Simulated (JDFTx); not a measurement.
**Report: Zn(1 0 -1 0) in implicit electrolytes**

| Quantity | Result |
|---|---|
| surface | Zn(1 0 -1 0) |
| bulk | Zn, P6_3/mmc, lattice of mp-79 (not re-optimised) |
| slab | 8 atoms in 8 planes, 1x1, 7.7 Å between the outermost planes |
| in-plane cell | 2.614 × 4.873 Å, 12.74 Å² |
| cell height | 23.5 Å |
| sampling | 8×4×1 k mesh, Fermi smearing 0.01 Ha, no spin polarisation |

Method: PBE, GBRV ultrasoft potentials, plane waves to 20/100 Ha, in a modified build of JDFTx. Outer atoms relaxed in vacuum, keeping the start's symmetry. The same nuclei were then put into each liquid, at zero charge and at set potentials or charges. The surface is an ideal bare cut with both faces alike: no reconstruction, overlayer or explicit solvent molecules. Potentials are on the SHE scale by the convention U = −μ/e − 4.44 V; references calibrated for a solvation model differ from this value.

In vacuum the work function is 4.27 eV, which would put the uncharged electrode at -0.17 V vs SHE if the liquid did nothing. Each liquid moves the Fermi level of the neutral slab, now counted from the bulk liquid: linear PCM (GLSSA13), water, 1 M NaF by 0.26 eV, to a potential of zero charge of -0.43 V; CANDLE, water, 1 M NaF by 0.29 eV, to a potential of zero charge of -0.47 V. The models of water differ by 0.04 V among themselves.

Charging:

```
liquid                       U − U_pzc (V)  σ (μC/cm²)  σ/(U − U_pzc) (μF/cm²)  Δγ (mJ/m²)
---------------------------  -------------  ----------  ----------------------  ----------
linear PCM (GLSSA13), water          -0.92       -12.6                      14         -60
linear PCM (GLSSA13), water          -0.72       -10.0                      14         -37
linear PCM (GLSSA13), water           0.13         2.0                      16          -1
linear PCM (GLSSA13), water           0.28         4.5                      16          -6
linear PCM (GLSSA13), water           0.85        15.0                      18         -60
linear PCM (GLSSA13), water           0.88        15.7                      18         -65
CANDLE, water                         0.32         4.1                      13          -7
```

The mean capacitance runs from 13 to 18 μF/cm². Δγ, the grand free energy per area against the neutral surface, is negative throughout, since charging at a held potential lowers it. The cavity function reaches one half at 2.4 Å (linear PCM (GLSSA13), water), 3.0 Å (CANDLE, water) above the top atoms; the models define their cavities differently. CANDLE's negatively charged runs are left out, as they depend on the cell height. No specific adsorption of ions or solvent is in these numbers.
